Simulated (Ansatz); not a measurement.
Geometry optimisation in Ansatz: input, command and trajectory.

```yaml
crystal:
  lattice:
    - [3.9021147886, 0.0, 0.0]
    - [-0.0248749817, 7.8828752342, 0.0]
    - [-0.0033797169, -0.1055897853, 9.1997250938]
  atoms:
    - { symbol: Mg, position: [0.49732287, 0.73838399, 0.84217153] }
    - { symbol: W, position: [0.0001189, 0.97489056, 0.01888108], spin: 0.33 }
    - { symbol: W, position: [0.99821063, 0.46434455, 0.00305655], spin: 0.42 }
    - { symbol: Br, position: [0.99858689, 0.94438078, 0.71439293] }
    - { symbol: Br, position: [0.00040601, 0.96042832, 0.28630398] }
    - { symbol: Br, position: [0.0044065, 0.47788528, 0.71536256] }
    - { symbol: Br, position: [0.00053848, 0.47045491, 0.27227264] }
    - { symbol: O, position: [0.49993004, 0.9357238, 0.9914471] }
    - { symbol: O, position: [0.99880525, 0.71851197, 0.97887074] }
    - { symbol: O, position: [0.49995475, 0.47606049, 0.98834434] }
    - { symbol: O, position: [0.00171967, 0.20984433, 0.00318256] }
basis:
  ecutwfc: 420
kpoints:
  mp_grid: { grid: [4, 2, 2] }
hamiltonian:
  xc: pbe
scf:
  occupations: { method: gaussian, width: 0.1 }
  lower_state_search: "off"
output:
  forces: true
  stress: true
  eigenvalues: true
  populations: true
magnetization:
  spin_polarized: true
relax:
  adjacent_minimum: "off"
  f_tol: 0.04
  max_steps: 70
  cell: { stress_tol: 0.4 }
```

```bash
ansatz run input.yaml --threads 1 --pin off --max-ram 2560MiB --backend cpu --events-out ev --progress --plain --runs-dir out
```

Method: DFT PBE, scalar-relativistic, plane waves, PAW (Ansatz).

Of 9 frames 9 are shown, positions in Å and forces in eV/Å; the SCF threshold varies from step to step. Steps run on the plane waves of an earlier cell, with a Pulay correction in the pressure. The basis is chosen afresh for the last frame, the zero of the energies, and at times for earlier ones too; energy and pressure step there, also at an unchanged geometry. The mark taken_back stands on steps that the optimiser undid.

```xyz
11
Lattice="3.9021 0.0000 0.0000 -0.0249 7.8829 0.0000 -0.0034 -0.1056 9.1997" Properties=species:S:1:pos:R:3:forces:R:3 pbc="T T T" step=1 free_energy_over_end_meV_per_atom=35.48 pressure_GPa=-3.40
Mg    1.9194    5.7317    7.7477    0.0023   -0.4087    0.0250
W    -0.0238    7.6829    0.1737    0.0092   -0.0389   -0.5373
W     3.8836    3.6600    0.0281    0.0257   -0.3473   -0.5730
Br    3.8707    7.3690    6.5722   -0.0034    0.0237    0.1752
Br   -0.0233    7.5407    2.6339   -0.0007    0.0685   -0.6245
Br    0.0029    3.6916    6.5811    0.0025    0.0747    0.0732
Br   -0.0105    3.6798    2.5048   -0.0011    0.0352   -0.3213
O     1.9242    7.2715    9.1210   -0.0035    0.9764    0.5684
O     3.8763    5.5606    9.0053    0.0231   -0.2950    0.2900
O     1.9357    3.6484    9.0925   -0.0038   -0.1867    0.4712
O     0.0015    1.6538    0.0293   -0.0504    0.0981    0.4531
11
Lattice="3.8436 0.0038 -0.0006 -0.0167 7.7656 0.0213 -0.0049 -0.0792 9.2633" Properties=species:S:1:pos:R:3:forces:R:3 pbc="T T T" step=2 free_energy_over_end_meV_per_atom=15.25 pressure_GPa=1.03
Mg    1.8983    5.6403    7.8777    0.0000   -0.4337   -0.0978
W    -0.0171    7.5607    0.1465    0.0083   -0.1781   -0.7050
W     3.8296    3.5788    0.0211    0.0551   -0.3705    0.1385
Br    3.8174    7.3040    6.6944   -0.0031    0.0372   -0.2044
Br   -0.0170    7.4612    2.5207    0.0012   -0.1136    0.9193
Br    0.0091    3.6703    6.6573   -0.0037    0.0317   -0.0979
Br   -0.0063    3.6490    2.4513    0.0013    0.0362    0.5779
O     1.9005    7.2492    9.2021   -0.0100    0.4581    0.3401
O     3.8262    5.4779    9.1266   -0.0080    0.0503   -0.2232
O     1.9085    3.5789    9.2309   -0.0295   -0.1593   -0.3012
O    -0.0044    1.6264    0.0849   -0.0116    0.6416   -0.3462
11
Lattice="3.8396 0.0040 -0.0001 -0.0165 7.7601 0.0201 -0.0036 -0.0804 9.2838" Properties=species:S:1:pos:R:3:forces:R:3 pbc="T T T" step=3 free_energy_over_end_meV_per_atom=8.63 pressure_GPa=0.35
Mg    1.8975    5.6200    7.9000    0.0036   -0.3583   -0.1437
W    -0.0174    7.5643    0.1364    0.0028   -0.2053   -0.4143
W     3.8279    3.5782    0.0354    0.0494   -0.4368    0.0329
Br    3.8135    7.2912    6.6796   -0.0020    0.0337    0.0513
Br   -0.0167    7.4233    2.5515   -0.0004    0.0128    0.2098
Br    0.0083    3.6704    6.6785   -0.0018    0.0216   -0.0276
Br   -0.0046    3.6627    2.4957   -0.0004   -0.0117    0.0522
O     1.8992    7.2646    9.2249   -0.0050    0.3698    0.3323
O     3.8233    5.4770    9.1358   -0.0022    0.0723   -0.1535
O     1.9096    3.5591    9.2346   -0.0395    0.0228    0.0430
O    -0.0046    1.6381    0.0545   -0.0045    0.4792    0.0177
11
Lattice="3.7858 0.0069 0.0003 -0.0102 7.9851 0.0423 -0.0029 -0.0576 9.3823" Properties=species:S:1:pos:R:3:forces:R:3 pbc="T T T" step=4 free_energy_over_end_meV_per_atom=15.70 pressure_GPa=-0.75 taken_back
Mg    1.8817    5.6538    8.0411    0.0022   -0.0006   -0.1556
W    -0.0133    7.8320    0.0955    0.0058   -0.6582    0.1200
W     3.7846    3.6169    0.0852   -0.0182    0.6220   -0.0115
Br    3.7625    7.5269    6.7871   -0.0005    0.1984    0.1666
Br   -0.0134    7.5996    2.5570   -0.0001    0.0432   -0.2039
Br    0.0062    3.7918    6.7670   -0.0001   -0.1763    0.1549
Br   -0.0008    3.8173    2.5421   -0.0011   -0.0461   -0.1534
O     1.8771    7.6706    9.4420   -0.0035    0.0469   -0.4177
O     3.7746    5.6505    9.0663    0.0015    0.1103    0.7498
O     1.8879    3.6628    9.4211    0.0111   -0.0371   -0.3082
O    -0.0029    1.7316    0.0595    0.0030   -0.1023    0.0587
11
Lattice="3.8274 0.0047 0.0002 -0.0148 7.8163 0.0356 -0.0029 -0.0632 9.3169" Properties=species:S:1:pos:R:3:forces:R:3 pbc="T T T" step=5 free_energy_over_end_meV_per_atom=1.77 pressure_GPa=-0.34
Mg    1.8959    5.5853    7.9208    0.0039   -0.0451    0.0589
W    -0.0165    7.6364    0.1261    0.0001   -0.3330   -0.4177
W     3.8198    3.5813    0.0593    0.0231   -0.0542    0.0975
Br    3.8020    7.3946    6.7376   -0.0008   -0.0715    0.0234
Br   -0.0159    7.4816    2.5643   -0.0010   -0.0062    0.0450
Br    0.0070    3.6747    6.7133   -0.0024    0.1181   -0.0020
Br   -0.0036    3.6921    2.5185   -0.0014    0.0224   -0.0119
O     1.8945    7.4204    9.3093   -0.0012    0.1073    0.2927
O     3.8131    5.5333    9.1296   -0.0025    0.1238   -0.1078
O     1.9053    3.5911    9.2939   -0.0195    0.0783   -0.0056
O    -0.0044    1.6766    0.0620    0.0018    0.0602    0.0275
11
Lattice="3.8175 0.0045 0.0003 -0.0152 7.8014 0.0282 -0.0027 -0.0716 9.3413" Properties=species:S:1:pos:R:3:forces:R:3 pbc="T T T" step=6 free_energy_over_end_meV_per_atom=0.02 pressure_GPa=-0.02
Mg    1.8957    5.5205    7.9293   -0.0010   -0.0026   -0.0273
W    -0.0161    7.5962    0.0933    0.0026    0.3169    0.0232
W     3.8118    3.5734    0.0759   -0.0012   -0.3145    0.0148
Br    3.7954    7.3616    6.7480   -0.0014   -0.0166   -0.0023
Br   -0.0177    7.4558    2.5454    0.0016   -0.0167    0.0032
Br   -0.0036    3.6846    6.7320    0.0003    0.0196    0.0044
Br   -0.0058    3.6914    2.5284   -0.0001    0.0185    0.0084
O     1.8902    7.4177    9.3511    0.0024   -0.0008   -0.0360
O     3.8041    5.5170    9.1280   -0.0009   -0.0029    0.0270
O     1.9002    3.6078    9.3335   -0.0007    0.0085   -0.0330
O    -0.0030    1.6816    0.0573   -0.0018   -0.0095    0.0175
11
Lattice="3.8224 0.0060 0.0006 -0.0123 7.7859 0.0229 -0.0021 -0.0775 9.3542" Properties=species:S:1:pos:R:3:forces:R:3 pbc="T T T" step=7 free_energy_over_end_meV_per_atom=-0.10 pressure_GPa=0.10
Mg    1.9006    5.5024    7.9408   -0.0003    0.0018    0.0146
W    -0.0133    7.5908    0.0880    0.0029   -0.2416   -0.0138
W     3.8180    3.5585    0.0743   -0.0005    0.2316   -0.0064
Br    3.8022    7.3324    6.7548    0.0008    0.0377   -0.0033
Br   -0.0135    7.4262    2.5388   -0.0001    0.0298   -0.0077
Br   -0.0009    3.6799    6.7429   -0.0006   -0.0411   -0.0085
Br   -0.0048    3.7013    2.5258    0.0003   -0.0287   -0.0083
O     1.8962    7.4025    9.3523   -0.0033    0.0504    0.0094
O     3.8115    5.5014    9.1422    0.0008   -0.0006    0.0122
O     1.9045    3.5917    9.3385    0.0003   -0.0545    0.0086
O    -0.0026    1.6778    0.0611   -0.0002    0.0153    0.0033
11
Lattice="3.8218 0.0055 0.0006 -0.0133 7.7904 0.0186 -0.0020 -0.0826 9.3629" Properties=species:S:1:pos:R:3:forces:R:3 pbc="T T T" step=8 free_energy_over_end_meV_per_atom=-0.22 pressure_GPa=0.02
Mg    1.8994    5.4998    7.9417    0.0009   -0.0009    0.0129
W    -0.0137    7.5917    0.0829   -0.0007    0.0041    0.0166
W     3.8167    3.5635    0.0721   -0.0011   -0.0007    0.0161
Br    3.8015    7.3345    6.7593    0.0006    0.0005   -0.0017
Br   -0.0144    7.4449    2.5352    0.0002    0.0010   -0.0075
Br   -0.0027    3.6700    6.7491   -0.0001   -0.0018   -0.0029
Br   -0.0054    3.6938    2.5247    0.0000   -0.0008   -0.0083
O     1.8954    7.4040    9.3577    0.0009   -0.0001   -0.0003
O     3.8109    5.4988    9.1516   -0.0018    0.0001   -0.0208
O     1.9037    3.5860    9.3462    0.0010    0.0020    0.0037
O    -0.0027    1.6796    0.0582    0.0000   -0.0034   -0.0079
11
Lattice="3.8218 0.0055 0.0006 -0.0133 7.7904 0.0186 -0.0020 -0.0826 9.3629" Properties=species:S:1:pos:R:3:forces:R:3 pbc="T T T" step=9 free_energy_over_end_meV_per_atom=0.00 pressure_GPa=0.00
Mg    1.8994    5.4998    7.9417    0.0009   -0.0009    0.0133
W    -0.0137    7.5917    0.0829   -0.0007    0.0039    0.0167
W     3.8167    3.5635    0.0721   -0.0011   -0.0007    0.0163
Br    3.8015    7.3345    6.7593    0.0006    0.0005   -0.0016
Br   -0.0144    7.4449    2.5352    0.0002    0.0010   -0.0077
Br   -0.0027    3.6700    6.7491   -0.0001   -0.0017   -0.0028
Br   -0.0054    3.6938    2.5247    0.0000   -0.0008   -0.0085
O     1.8954    7.4040    9.3577    0.0009    0.0002   -0.0003
O     3.8109    5.4988    9.1516   -0.0018   -0.0001   -0.0212
O     1.9037    3.5860    9.3462    0.0011    0.0018    0.0037
O    -0.0027    1.6796    0.0582    0.0000   -0.0032   -0.0079
```

The run took 8.3 min on 1 thread of Arm Neoverse V1, with other jobs on the host, peak memory 0.7 GiB.

The k mesh is coarse. Spin-orbit coupling is left out, which matters for the bands of heavy elements. The cell holds layers, and where no dispersion correction was added their binding is poorly described.